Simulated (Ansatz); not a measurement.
Relaxed candidate structures of Ba:

A. P6₃/mmc (No. 194), hP2, hcp (Mg type); a = 4.5189 Å, b = 4.5189 Å, c = 7.4889 Å, α = 90.00°, β = 90.00°, γ = 120.00°; Ba 2c (0.333, 0.667, 0.250)

B. Fm-3m (No. 225), cF12; a = b = c = 9.880 Å, α = β = γ = 90.00°; Ba 8c (0.250, 0.250, 0.250); Ba 4b (0.500, 0.500, 0.500)

C. R-3m, hexagonal axes (No. 166), hR4; a = b = 14.7485 Å, c = 4.1997 Å, α = β = 90.00°, γ = 120.00°; Ba 9e (0.000, 0.500, 0.000); Ba 3b (0.000, 0.000, 0.500)

D. Fd-3m, origin choice 1 (No. 227), cF8, diamond type; a = b = c = 7.5695 Å, α = β = γ = 90.00°; Ba 8a (0.000, 0.000, 0.000)

E. Im-3m (No. 229), cI2, bcc (W type); a = 5.0692 Å, b = 5.0692 Å, c = 5.0692 Å, α = 90.00°, β = 90.00°, γ = 90.00°; Ba 2a (0.000, 0.000, 0.000)

Q: Put the candidates in order of energy per atom, lowest first, for r2SCAN (plane waves to 500 eV, PAW, scalar-relativistic; Ansatz, a quantum-chemistry and plane-wave program).

A: E (reference, the lowest of the structures calculated here), A (+0.03 eV/atom), C (+0.09 eV/atom), B (+0.51 eV/atom), D (+0.86 eV/atom)

Probably no minimum, since a slightly shaken restart fell lower: P6₃/mmc, hP2, hcp (Mg type) (by 0.03 eV/atom, to Im-3m); Fd-3m, cF8, diamond type (by 0.86 eV/atom, to I4/mmm). 2 runs with a doubtful electronic state, a coarser numerical grid, an end not at rest or a source that can't be used are left out. Each run could gain symmetry but not lose that of its start, so entries can be saddle points. From databases, or of a type measured for this composition: P6₃/mmc, hP2, hcp (Mg type); Im-3m, cI2, bcc (W type); the others are generated cells (placed on structure types, drawn at random, substituted or restacked) that were not matched to a known phase here. Energies are at zero temperature and pressure, without zero-point motion. No spin polarisation in the result.
